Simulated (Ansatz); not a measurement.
InAg$_{3}$ (Cu3Au type, space group No. 221), the program Ansatz at the LDA level (PAW), all energies at zero smearing, with the estimated change up to a 700 eV cutoff added, with one set of potentials and settings (totals compare only within such a set). Cell of 4 atoms (1 In, 3 Ag): -27831.896 eV.

| element | reference phase | E (eV/atom) |
|---|---|---|
| In | I4/mmm, 1 atoms in the cell | -5457.1653 |
| Ag | P6_3/mmc, 4 atoms in the cell | -7458.1511 |

Formation energy per atom, worked out: (-27831.896 − 1×(-5457.1653) − 3×(-7458.1511))/4 = -0.069 eV/atom (-7 kJ per mol of atoms), at 0 K, without zero-point energy or fitted corrections.

Space group Pm-3m (Cu3Au type). The workflow started from a Materials Project entry (that database holds measured and hypothetical structures alike); the Crystallography Open Database files this formula in space group No. 221, but the cells were not matched. Its standing as an ambient phase is unchecked. The cell was relaxed with LDA under the symmetry of its start; of distortions, only those at the zone centre were tested. No spin polarisation was allowed. The references are the lowest solids computed at this level, not always the standard phases.

Potentials: the later of the program's two PAW sets.
